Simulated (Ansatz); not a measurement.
SrTl2 (space group P6_3/mmc)

```
CELL_PARAMETERS angstrom
      5.09832     0.00000     0.00000
     -2.54916     4.41527     0.00000
      0.00000     0.00000     8.12767
ATOMIC_POSITIONS crystal
  Sr 0.00000 0.00000 0.25000
  Sr 0.00000 0.00000 0.75000
  Tl 0.33333 0.66667 0.45235
  Tl 0.66667 0.33333 0.54765
  Tl 0.66667 0.33333 0.95235
  Tl 0.33333 0.66667 0.04765
```

The slice is a (1 -1 0 0) plane (indices of the conventional cell) through the point (0.000, 0.000, 0.750) (fractional), spanned by u = [110] and v = [001] in vectors of this cell: u (5.10 Å) and v (8.13 Å, at 90° to u). It covers one period; positions are fractions (u, v).

Method: PBEsol (plane waves to 420 eV, PAW, scalar-relativistic; Ansatz, an electronic-structure program). k mesh 11×11×6. Inside the PAW spheres the values are not all-electron values, and peaks at nuclei hang on which shells count as valence. Spin-orbit coupling is left out, though Tl is heavy. SrTl2 was relaxed with its symmetry unable to fall.

Three fields on this plane, each scaled to ten steps between its own extremes (0 low, 9 high; the total valence density on a logarithmic scale, the potential cut 8 eV below its top; x marks points blanked near nuclei; v = 0 in the bottom row):

Map A
```
|xxx8002222008xx|
|xxx3013333103xx|
|983003344330038|
|000024444442000|
|000234433443200|
|001344433444310|
|000234433443200|
|000024444442000|
|983003344330038|
|xxx3013333103xx|
|xxx8002222008xx|
|xxx9001221009xx|
|xxx8002222008xx|
|xxx3013333103xx|
|983003344330038|
|000024444442000|
|000234433443200|
|001344433444310|
|000234433443200|
|000024444442000|
|983003344330038|
|xxx3013333103xx|
|xxx8002222008xx|
|xxx9001221009xx|
```

Map B
```
|xxx8311111138xx|
|xxx6222222226xx|
|986323344332368|
|332223555532223|
|001134566543110|
|000134666643100|
|001134566543110|
|332223555532223|
|986323344332368|
|xxx6222222226xx|
|xxx8311111138xx|
|xxx9310110139xx|
|xxx8311111138xx|
|xxx6222222226xx|
|986323344332368|
|332223555532223|
|001134566543110|
|000134666643100|
|001134566543110|
|332223555532223|
|986323344332368|
|xxx6222222226xx|
|xxx8311111138xx|
|xxx9310110139xx|
```

Map C
```
|xxx0379999730xx|
|xxx0578998750xx|
|000468888886400|
|235688777788653|
|667888766788876|
|778898766789887|
|667888766788876|
|235688777788653|
|000468888886400|
|xxx0578998750xx|
|xxx0379999730xx|
|xxx0279999720xx|
|xxx0379999730xx|
|xxx0578998750xx|
|000468888886400|
|235688777788653|
|667888766788876|
|778898766789887|
|667888766788876|
|235688777788653|
|000468888886400|
|xxx0578998750xx|
|xxx0379999730xx|
|xxx0279999720xx|
```

Question: Assign the maps to these fields: electron localisation function (ELF); valence electron density; electrostatic potential energy of an electron, from the cell's mean.

Answer: A is the electron localisation function (ELF); B is the valence electron density; C is the electrostatic potential energy of an electron, from the cell's mean.
